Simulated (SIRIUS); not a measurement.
Set-up for a self-consistent single point of Ge (P6_3/mmc, 8 atoms in the cell; from Materials Project mp-1007760, changed as shown).

```xyz
8
Lattice="3.9988 0.0000 0.0000 0.0000 6.9262 0.0000 0.0000 0.0000 6.6015" Properties=species:S:1:pos:R:3 pbc="T T T"
Ge     1.9994     1.1544     0.4152
Ge     0.0000     2.3087     6.1862
Ge     0.0000     2.3087     3.7160
Ge     1.9994     1.1544     2.8855
Ge     0.0000     4.6175     0.4152
Ge     1.9994     5.7718     6.1862
Ge     1.9994     5.7718     3.7160
Ge     0.0000     4.6175     2.8855
```

All values come from this method and carry its errors: LDA (PW92), PseudoDojo 0.4 standard norm-conserving LDA (tails mended) pseudopotentials (plane waves; SIRIUS).

SIRIUS settings:

- parameters.ngridk = 6 4 4
- parameters.xc_functionals = [XC_LDA_X, XC_LDA_C_PW]
- parameters.gk_cutoff = 8.832 1/bohr
- parameters.pw_cutoff = 17.664 1/bohr
- parameters.smearing = fermi_dirac
- parameters.smearing_width = 0.00367493 Ha
- potentials = PseudoDojo 0.4 standard norm-conserving LDA (tails mended) pseudopotentials
- parameters.electronic_structure_method = pseudopotential
- parameters.num_bands = 67
- parameters.num_mag_dims = 0
- parameters.num_dft_iter = 100
- parameters.energy_tol = 1e-07 Ha
- parameters.density_tol = 1e-06
- mixer.type = broyden2
- mixer.beta = 0.5
- mixer.use_hartree = true

Results:

```
Item                                                       Value
------------------------------------------------  --------------
Number of valence electrons                                  112
Number of bands                                               67
Number of k-points after the program's reduction              36
Number of plane waves (most at a k-point)                  14413
Number of SCF iterations                                      11
FFT grid                                            45 × 80 × 75
Free energy E − TS                                -19425.4974 eV
Pressure                                               -2.02 GPa
Largest force (vector length)                         0.005 eV/Å
```

Forces (eV/Å):
```json
[
 {"atom": "Ge1", "Fx": "0.000", "Fy": "-0.001", "Fz": "-0.005"},
 {"atom": "Ge2", "Fx": "0.000", "Fy": "0.001", "Fz": "0.005"},
 {"atom": "Ge3", "Fx": "0.000", "Fy": "0.001", "Fz": "-0.005"},
 {"atom": "Ge4", "Fx": "0.000", "Fy": "-0.001", "Fz": "0.005"},
 {"atom": "Ge5", "Fx": "0.000", "Fy": "-0.001", "Fz": "-0.005"},
 {"atom": "Ge6", "Fx": "0.000", "Fy": "0.001", "Fz": "0.005"},
 {"atom": "Ge7", "Fx": "0.000", "Fy": "0.001", "Fz": "-0.005"},
 {"atom": "Ge8", "Fx": "0.000", "Fy": "-0.001", "Fz": "0.005"}
]
```

Stress (GPa, positive for compression):
```
-1.73   0.00   0.00
 0.00  -2.02   0.00
 0.00   0.00  -2.31
```

For comparison: a first run was changed to give this one (lattice scaled by 1.02), and from it to this one the free energy stays essentially unchanged (within 1 meV/atom), the pressure goes from 2.15 to -2.02 GPa and the largest force goes from 0.018 to 0.005 eV/Å.

The structure comes from a collection of computed structures, made at another level of theory; the collection holds predicted forms beside known ones. Its lattice was then scaled. No clean gap shows at this smearing width and mesh (spacing up to 0.26 Å⁻¹); the mesh is coarse for partly filled bands, so the values carry mesh errors. Semi-local functionals can close small gaps.

Cost on one core: very roughly 7 core-minutes.

“Tails mended”: in these copies of the files the far tail of each local potential was reset to the Coulomb form.
